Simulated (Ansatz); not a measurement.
Ge₂Mo in space group Pnma (No. 62; Ge on 4c, Ge on 4c, Mo on 4c) at seven volumes, DFT-r²SCAN in the program Ansatz with PAW potentials, shape and atoms relaxed at each. One row is withheld.

```json
[
 {"V (Å³/atom)": "14.290", "P (GPa)": "?"},
 {"V (Å³/atom)": "14.761", "P (GPa)": "12.19"},
 {"V (Å³/atom)": "15.233", "P (GPa)": "5.59"},
 {"V (Å³/atom)": "15.704", "P (GPa)": "0.00"},
 {"V (Å³/atom)": "16.175", "P (GPa)": "-4.72"},
 {"V (Å³/atom)": "16.646", "P (GPa)": "-8.71"},
 {"V (Å³/atom)": "17.117", "P (GPa)": "-12.07"}
]
```

Q: Fit the shown pressures and predict the withheld one.

A: P = (3/2)B₀(x^(7/2) − x^(5/2))[1 + (3/4)(B′ − 4)(x − 1)] with x = (V₀/V)^(2/3). Least squares on the six rows gives V₀ = 15.704 Å³/atom, B₀ = 171 GPa, B′ = 4.60. At V = 14.290, x = 1.0649 and P = 20.06 GPa. The run itself gave 20.01 GPa.

The first step of the workflow began from a Materials Project structure, measured or hypothetical; the Crystallography Open Database files this formula in space group No. 62, but the cells were not matched. Whether it is the stable phase at ambient conditions was not checked. The cell was relaxed with r²SCAN under the symmetry of its start; its stability against distortions is not shown here. No spin polarisation was allowed.

Potentials: the later of the program's two PAW sets.
